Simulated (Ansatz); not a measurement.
# SCF log, C

System: C, a measured crystal structure (space group Fd-3m); the cell holds 2 atoms. Source: COD entry 9012291; the sample's temperature and pressure aren't taken into account, and it need not be the stable phase.

All numbers below come from DFT, r2SCAN, PAW, plane waves, scalar-relativistic (Ansatz).

Input:

```yaml
crystal:
  lattice:
    - [0.0, 1.78339, 1.78339]
    - [1.78339, 0.0, 1.78339]
    - [1.78339, 1.78339, 0.0]
  atoms:
    - { symbol: C, position: [0.5, 0.5, 0.5] }
    - { symbol: C, position: [0.75, 0.75, 0.75] }
hamiltonian:
  xc: r2scan
  pseudopotentials: { kind: paw }
basis:
  ecutwfc: 500
kpoints:
  mp_grid: { grid: [12, 12, 12] }
scf:
  occupations: { method: fermi_dirac, width: 0.1 }
  lower_state_search: "off"
  algorithm: density_mixing
  max_iter: 80
  mixing: { algorithm: anderson, ndim: 1, beta: 0.7, preconditioner: none }
output:
  forces: true
  stress: true
```

The run was started with:
```sh
ansatz run input.yaml --threads 2 --pin off --max-ram 5120MiB --backend cpu --events-out ev --progress --plain --runs-dir out
```

What the program printed (shortened):

```
Pseudopotentials: kind: paw
Pseudopotential: C, paw, valence charge 4, recommended cutoff 500 eV (meta_gga), C.paw.azcp
Functional definition: r2SCAN
Crystal: 2 atoms, lattice volume = 11.344 Å³
Basis set: ecut = 500 eV, 283 PW (Γ), exchange–correlation on 80×80×80 points (64 copies of the dense FFT grid, shifted against one another)
Bands: 8, of which v1, the nominal top of the filled ones, is band 4 counted from 1 (3 counted from 0)
Symmetry: 48 space group operations
Space group: Fd-3m (ITA 227), of the structure as read, at distance tolerance 2.2e-5 Å
k-points: 72 of 1728
Non-local potential: C, projectors of the file, l = 0: 2, l = 1: 2, l = 2: 1
PAW frozen core: C, regenerated for the run's functional (the file was generated under x = pbe(κ = 0.804, μ = 0.2195149727645171), c = pbe(β = 0.06672455060314922))
Initial density: superposition of atomic densities (neutral atoms: chi_scale 0, normalization atom), corrected by the library's trained network
Initial wavefunctions: pseudopotential atomic-orbital guess
Functional: x = r2scan, c = r2scan; τ floored in thin density (d = 2e-4 eV/Å³)
SCF iter   1: F=-503.109361 eV  HF=-503.055280 eV  |F-HF|=5.41e-2  |Δ(HF+E_count)|=         —  Δρ=8.85e-3  dr2=2.39e-3  dr2_τ=3.81e-1  ethr=1.77e-3  ⟨swp⟩=4.7  Hψ=3814  notcnv=0
SCF iter   2: F=-503.111046 eV  HF=-503.110982 eV  |F-HF|=6.34e-5  |Δ(HF+E_count)|=   5.57e-2  Δρ=3.78e-3  dr2=4.54e-4  dr2_τ=2.83e-5  ethr=2.98e-5  ⟨swp⟩=2.0  Hψ=1728  notcnv=0
SCF iter   3: F=-503.111055 eV  HF=-503.111046 eV  |F-HF|=8.68e-6  |Δ(HF+E_count)|=   6.40e-5  Δρ=1.12e-3  dr2=4.20e-5  dr2_τ=4.31e-6  ethr=5.68e-6  ⟨swp⟩=1.0  Hψ=576  notcnv=0
SCF iter   4: F=-503.111055 eV  HF=-503.111054 eV  |F-HF|=1.04e-6  |Δ(HF+E_count)|=   7.54e-6  Δρ=3.37e-4  dr2=3.72e-6  dr2_τ=3.30e-7  ethr=5.24e-7  ⟨swp⟩=1.0  Hψ=576  notcnv=0
SCF iter   5: F=-503.111055 eV  HF=-503.111055 eV  |F-HF|=1.29e-7  |Δ(HF+E_count)|=   9.98e-7  Δρ=1.03e-4  dr2=3.67e-7  dr2_τ=3.73e-8  ethr=4.65e-8  ⟨swp⟩=1.0  Hψ=577  notcnv=0
SCF iter   6: F=-503.111055 eV  HF=-503.111055 eV  |F-HF|=1.58e-8  |Δ(HF+E_count)|=   1.16e-7  Δρ=3.13e-5  dr2=3.28e-8  dr2_τ=3.24e-9  ethr=1.25e-9  ⟨swp⟩=4.0  Hψ=1651  notcnv=0
SCF 1 converged in 6 iterations: F = -503.111055 eV  dr2 = 3.28e-8
  greatest PAW one-centre occupation: 0.658 electrons in one spin orbital (limit 2), on the C atom at site 1 (counted from 0), in its partial waves of l = 0
SCF converged after 6 iterations
Stability not checked: this state was not tested for a lower state beside it, because the mixer in use, unlike msr1, does not test its closes by its own steps (another_mixer; see scf.mixing.algorithm and scf.lower_state_search)
Free energy (F): -503.111055 eV
Harris-Foulkes:  -503.111055 eV  (|F-HF|=1.58e-8)
Internal energy: -503.111055 eV  (E = F + TS)
E sigma→0 (E₀):  -503.111055 eV
Fermi energy:    15.429647 eV
--- Per-component energies (eV) ---
  E_band       = 30.262815
  E_kinetic    = 184.132701
  E_local      = -121.139284  (includes V_loc(G=0)·N_el)
  E_nonlocal   = 52.518736
  E_hartree    = 26.678383
  E_xc         = -95.859923
  E_vxc        = -132.462502  (∫ρ·V_xc dr)
  E_paw        = -201.434667  (= ΣΔE_a)
  E_vpaw       = -13.133666  (= ΣTr[D̂ρ^β])
  E_aug_tail   = 0.000008  (compensation charges beyond the density's cutoff)
  E_vtau       = 6.990283  (kinetic-family band-sum trace: ∫τ·v_τ [+ j·A + Jᵃ·Aᵃ] dr)
  E_ewald      = -347.957461
  E_core_change = -0.049547  (= ΣΔE_core)
  E_smearing   = -0.000000  (= −TS)
  E_closure    = -0.000000  (closes the sum)
  Σ components = -503.111055   (vs F -503.111055, Δ=0.00e0)
--- Forces (eV/Å), atoms counted from 1 ---
  atom   1  C      0.00000000     0.00000000    -0.00000000
  atom   2  C     -0.00000000     0.00000000    -0.00000000
  max |Σ_I F_I| component: 8.33e-17 eV/Å
--- Stress (GPa, compression-positive) ---
       -2.433872       0.000000       0.000000
        0.000000      -2.433872      -0.000000
       -0.000000      -0.000000      -2.433872
  P = ⅓ Tr σ = -2.4339 GPa (-24.339 kbar)
```

Gaps of semilocal functionals run low against measured ones.

The run took 0.8 s on 2 threads of Arm Neoverse V1, on a shared host, peak memory 0.28 GiB.
